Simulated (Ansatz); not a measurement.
IrO$_{2}$ (rutile, space group No. 136) at seven volumes, the program Ansatz at the PBE level (PAW), shape and atoms relaxed at each. One row is withheld.

| V (Å³/atom) | P (GPa) |
|---|---|
| 9.892 | 30.83 |
| 10.219 | 18.76 |
| 10.545 | ? |
| 10.871 | -0.01 |
| 11.197 | -7.24 |
| 11.523 | -13.29 |
| 11.849 | -18.34 |

### Question
Fit the shown pressures and predict the withheld one.

### Answer
P = (3/2)B₀(x^(7/2) − x^(5/2))[1 + (3/4)(B′ − 4)(x − 1)] with x = (V₀/V)^(2/3). Least squares on the six rows gives V₀ = 10.871 Å³/atom, B₀ = 261 GPa, B′ = 4.74. At V = 10.545, x = 1.0205 and P = 8.54 GPa. The run itself gave 8.58 GPa.

Space group P4_2/mnm (rutile). Symmetry was held in the PBE relaxation. The run is not spin-polarised. Scalar-relativistic: spin–orbit coupling is off unless named, which matters more the heavier the elements.

Potentials: the later of the program's two PAW sets.
